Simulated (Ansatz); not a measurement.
The cell below belongs to a search over invented structures; it isn't taken from experiment.

Input and command of a plane-wave DFT calculation in Ansatz:

```yaml
crystal:
  lattice:
    - [2.6663373027, 0.0, 0.0]
    - [-1.3331686514, 2.3091158392, 0.0]
    - [0.0, 0.0, 12.5630388026]
  atoms:
    - { symbol: Ni, position: [0.3333333333, 0.6666666667, 0.9238730068], spin: -0.93 }
    - { symbol: Ni, position: [0.3333333333, 0.6666666667, 0.5761269932], spin: -0.93 }
    - { symbol: Ni, position: [0.6666666667, 0.3333333333, 0.0761269932], spin: -0.93 }
    - { symbol: Ni, position: [0.6666666667, 0.3333333333, 0.4238730068], spin: -0.93 }
    - { symbol: Pt, position: [0.3333333333, 0.6666666667, 0.25], spin: -0.24 }
    - { symbol: Pt, position: [0.6666666667, 0.3333333333, 0.75], spin: -0.24 }
basis:
  ecutwfc: 420
kpoints:
  mp_grid: { grid: [18, 18, 4] }
hamiltonian:
  xc: pbe
scf:
  occupations: { method: gaussian, width: 0.1 }
output:
  forces: true
  stress: true
  eigenvalues: true
  populations: true
magnetization:
  spin_polarized: true
relax:
  adjacent_minimum: "off"
  f_tol: 0.01
  max_steps: 80
  cell: { stress_tol: 0.05 }
```

```bash
ansatz run input.yaml --threads 1 --pin off --max-ram 2560MiB --backend cpu --events-out ev --progress --plain --runs-dir out
```

Processor: Intel(R) Xeon(R) Processor @ 2.50GHz (Skylake/Cascade Lake), 1 thread, on a host shared with other jobs.

Task: How long does it run, and how much memory does it take?

Result: About 13 min, peak memory 1 GiB. It solves 68 bands at 111 k points (after reduction by symmetry) with about 1547 plane waves (on the last cell), in 39 SCF iterations over 4 ionic steps.
